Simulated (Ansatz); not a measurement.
**SiGe, first-principles data**

SiGe:
```
SiGe
1.0
    3.92805     0.00000     0.00000
    0.00000     3.92567     0.00000
    0.00000     0.00000    11.09883
Si Ge
4 4
Direct
  0.25000   0.00000   0.31923
  0.25000   0.50000   0.43956
  0.75000   0.50000   0.56044
  0.75000   0.00000   0.68077
  0.25000   0.00000   0.80539
  0.25000   0.50000   0.93537
  0.75000   0.50000   0.06463
  0.75000   0.00000   0.19461
```

Space group Pmma (No. 51); conventional cell a = 3.9280 Å, b = 3.9257 Å, c = 11.0988 Å, α = β = γ = 90.00°.

Method: r²SCAN (plane waves, PAW; program Ansatz). Geometry: relaxed at this level of theory. Other levels are named where they apply.

Cell and energy:

| Quantity | Value |
|---|---|
| Volume per atom | 21.39 Å³ |
| Density | 3.91 g/cm³ |
| Formation energy from the elements (no fitted shifts) | 0.010 eV/atom |

Electronic structure:

| Property | Value |
|---|---|
| Band gap | 0.55 eV (indirect) |
| Valence-band maximum | at Γ |
| Conduction-band minimum | at Z (k = 0.000, 0.000, 0.500) |
| Smallest direct gap on the standard path | 0.64 eV |
| Electron effective mass | 0.15, 0.28, 3.1 mₑ (principal values) |
| Electron effective mass with spin–orbit coupling | 0.15, 0.28, 3.1 mₑ (principal values) |
| Weight of the conduction-edge state by species (Voronoi cells) | Si 79 %, Ge 21 % |
| Hole effective mass | 0.069, 0.23, 1.9 mₑ (principal values) |
| Hole effective mass with spin–orbit coupling | 0.093, 0.21, 0.24 mₑ (principal values) |
| Weight of the valence-edge state by species (Voronoi cells) | Ge 61 %, Si 39 % |
| HSE06 gap on the r²SCAN cell | 0.92 eV |
| Gap with spin–orbit coupling | 0.50 eV |

Mechanics:

| Item | Value |
|---|---|
| Bulk modulus (Birch–Murnaghan fit) | 84.2 GPa |
| Pressure derivative B′ | 4.5 |
| Elastic constants (relaxed ions, GPa) | C11 = 177, C22 = 176, C33 = 147, C12 = 24.8, C13 = 52.6, C23 = 52.4, C44 = 74.8, C55 = 74.7, C66 = 47.5 |
| Mechanical stability | stable (all eigenvalues of C positive) |
| Hill bulk and shear moduli | 84.4 and 62.5 GPa |
| Young's modulus | 150 GPa |
| Poisson's ratio | 0.20 |
| Debye temperature from the elastic constants | 474 K |

Charges:

| Property | Value |
|---|---|
| Bader charges | Si +0.01 to +0.17, Ge -0.18 to 0.00 e |

The start of the workflow was typed in or built on a structure type; neither database checked (COD, Materials Project) lists it. Its standing as an ambient phase is unchecked. The r²SCAN relaxation kept the symmetry of its start; its stability against distortions is not shown here. The references are the lowest solids computed at this level, not always the standard phases. Spin–orbit coupling is left out wherever it is not named.

Potentials: the later of the program's two PAW sets.
